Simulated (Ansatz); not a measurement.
# Relaxing Gd in the hcp type

First guess:

```xyz
2
Lattice="3.3402 0.0000 0.0000 -1.6701 2.8927 0.0000 0.0000 0.0000 5.4111" Properties=species:S:1:pos:R:3 pbc="T T T"
Gd    0.0000    1.9285    1.3528
Gd    1.6701    0.9642    4.0583
```

These are results of DFT, PBE, PAW with Ansatz's default frozen-core files, scalar-relativistic (Ansatz 0.2.0), not measurements.

Cell and atoms relax within the symmetry of the start on a 14×14×8 k mesh with 0.05 eV Fermi–Dirac smearing, from parallel moments.

The start is built from a prototype, known or not as a phase of this compound; the cutoff is 420 eV.

Semilocal functionals without a Hubbard term describe localised f shells poorly; where the shell is localised, the real material differs.

No spin–orbit coupling, which matters for the heavy atoms here.

The magnetic state is the one reached from parallel moments; other orders may lie lower.

Question: What is the pressure of the first guess?

Answer: 12.03 GPa.

Question: What does it relax to?

Answer: a = 3.649 Å, b = 3.649 Å, c = 5.837 Å, α = 90.00°, β = 90.00°, γ = 120.00° (conventional cell), 33.64 Å³ per atom:
```xyz
2
Lattice="3.6485 0.0000 0.0000 -1.8243 3.1597 0.0000 0.0000 0.0000 5.8366" Properties=species:S:1:pos:R:3 pbc="T T T"
Gd    0.0000    2.1065    1.4591
Gd    1.8243    1.0532    4.3774
```

Question: How much energy does the relaxation release?

Answer: 242 meV/atom.

Question: What moment does the relaxed primitive cell (2 atoms) carry?

Answer: 15.34 μB.
